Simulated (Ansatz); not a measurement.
Data:

CeO2:
```cif
data_Ce4O8
_chemical_formula_sum 'Ce4 O8'
_space_group_name_H-M_alt 'Fm-3m'
_space_group_IT_number 225
_space_group_name_Hall '-F 4 2 3'
_cell_length_a 5.35887
_cell_length_b 5.35887
_cell_length_c 5.35887
_cell_angle_alpha 90.000
_cell_angle_beta 90.000
_cell_angle_gamma 90.000
loop_
_atom_site_label
_atom_site_type_symbol
_atom_site_symmetry_multiplicity
_atom_site_Wyckoff_symbol
_atom_site_fract_x
_atom_site_fract_y
_atom_site_fract_z
_atom_site_occupancy
Ce1 Ce 4 a 0.00000 0.00000 0.00000 1
O1 O 8 c 0.25000 0.25000 0.25000 1
```
(The calculation used a cell of 3 atoms; values per cell refer to that cell.)

This is the LDA-relaxed structure.

Problem. All from the program Ansatz at the LDA level (PAW), unless another level is named. Predict the Debye temperature from the elastic constants.

Solution. 487 K.

Problem. Predict the zero-point energy.

Solution. 57.5 meV/atom.

Problem. And the highest zone-centre frequency (without LO–TO term)?

Solution. 445 cm⁻¹.

Problem. Next, the vibrational entropy at 300 K?

Solution. 20.7 J/(K·mol of atoms).

The cell was relaxed with LDA under the symmetry of its start. The run is not spin-polarised. The 4f shell is in the valence. No Hubbard U is applied. Scalar-relativistic: spin–orbit coupling is off unless named, which matters more the heavier the elements.

Potentials: the earlier of the program's two PAW sets. The files were generated under PBE; for other functionals the program regenerates the frozen cores, and for LDA and PBEsol the local potential too.
